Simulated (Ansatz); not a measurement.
## 5 guesses for Hf₃Br and where they end

Computed with DFT PBE, scalar-relativistic, plane waves, PAW in Ansatz 0.2.0. Settings: cutoff 420 eV, Γ-centred meshes spaced at most about 0.3 Å⁻¹, and about 0.25 Å⁻¹ or finer for metals (2π included), Gaussian smearing. No spin polarisation in the final relaxations.

Each guess was relaxed in cell and atoms at zero pressure, within the symmetry of its start. These are static total energies at zero pressure. Coordination counts Hf atoms around Br (those within 1.25 times the shortest such distance or 1.15 times the sum of covalent radii).

| guess | made from | start group | V start (Å³/atom) | end group | V end (Å³/atom) | coordination at the end | gap on mesh (eV) | E over the lowest end (meV/atom) |
| --- | --- | --- | --- | --- | --- | --- | --- | --- |
| 1 | Co3Ir type | P-6m2 | 24.5 | P-6m2 | 21.9 | Br 6 | 0 | 0 |
| 2 | random cell | P4/mmm | 27.4 | P4/mmm | 25.2 | Br 2 | 0 | 30 |
| 3 | Tm3Mg type | P4/mmm | 30.0 | ? | ? | ? | ? | ? |
| 4 | random cell | Im-3m | 24.2 | Im-3m | 24.0 | Br 6 | 0 | 847 |
| 5 | ScIn3 type | Pm-3m | 21.8 | Pm-3m | 22.0 | Br 12 | 0 | 563 |

Guess 3 as it starts:

```yaml
crystal:
  lattice:
    - [3.57919, 0.00000, 0.00000]
    - [0.00000, 3.57919, 0.00000]
    - [0.00000, 0.00000, 9.35866]
  atoms:
    - { symbol: Hf, position: [0.50000, 0.50000, 0.76217] }
    - { symbol: Hf, position: [0.00000, 0.00000, 0.50000] }
    - { symbol: Hf, position: [0.50000, 0.50000, 0.23783] }
    - { symbol: Br, position: [0.00000, 0.00000, 0.00000] }
```

Question: Predict the end of this guess and its energy over the lowest end.

Answer: It ends in space group P4/mmm (No. 123), with a = 3.218 Å, c = 8.768 Å, 22.7 Å³/atom and no gap. It lies 113 meV/atom over the lowest end, above guess 2 and below guess 5. Counting Hf atoms around Br, this end has Br 8 and the lowest (guess 1) has Br 6.

Space group P4/mmm (No. 123). a = 3.218 Å, b = 3.218 Å, c = 8.768 Å, α = 90.00°, β = 90.00°, γ = 90.00°
```tsv
atom	site	symmetry	x	y	z
Hf	2h	4mm	0.5000	0.5000	0.7422
Hf	1b	4/mmm	0.0000	0.0000	0.5000
Br	1a	4/mmm	0.0000	0.0000	0.0000
```

The zero of energy is the elements' standard structures at the same level; no fitted shifts are applied. The references include crystalline Br.

Question: Is the lowest end bound against the elements?

Answer: Yes: its formation energy is −0.15 eV/atom. Whether it is stable depends on the other phases of the system, which aren't compared here.

These runs have no spin–orbit coupling, which can matter for Hf. In P-6m2, P4/mmm at 25.2 Å³/atom, P4/mmm at 22.7 Å³/atom, Pm-3m, Im-3m an odd number of electrons in the primitive cell allows no gap without spin; a larger cell or a magnetic state could open one. A magnetic state wasn't ruled out in cells without spin, among them P-6m2, P4/mmm at 25.2 Å³/atom, P4/mmm at 22.7 Å³/atom, Pm-3m, Im-3m. The reference form of Br is held partly by dispersion forces, which this level lacks. Cells relaxed within their symmetry can be saddle points. A lower structure may well exist outside this small set. Some structure types and database cells were kept out of the candidates from the start, so a known form may be missing.
